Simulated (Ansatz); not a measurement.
AlCr2B2 in space group Cmmm (No. 65; Cr on 4i, Al on 2c, B on 4j) at seven volumes, plane-wave PAW PBEsol (Ansatz code), shape and atoms relaxed at each. One row is withheld.

| V (Å³/atom) | P (GPa) |
|---|---|
| 8.409 | 27.76 |
| 8.686 | 17.02 |
| 8.963 | 7.84 |
| 9.241 | 0.00 |
| 9.518 | -6.70 |
| 9.795 | -12.40 |
| 10.072 | ? |

**Question.** Fit the shown pressures and predict the withheld one.

**Answer.** Third-order Birch–Murnaghan: P = (3/2)B₀(x^(7/2) − x^(5/2))[1 + (3/4)(B′ − 4)(x − 1)] with x = (V₀/V)^(2/3). Least squares on the six rows gives V₀ = 9.241 Å³/atom, B₀ = 240.9 GPa, B′ = 4.24. At V = 10.072, x = 0.9442 and P = -17.29 GPa. The run itself gave -17.25 GPa.

The workflow started from an entry of the Crystallography Open Database (COD, 293 K). Its standing as an ambient phase is unchecked. Symmetry was held in the PBEsol relaxation; whether a distortion lowers the energy is not shown. The workflow began spin-polarised and lost its moments.

Potentials: the later of the program's two PAW sets.
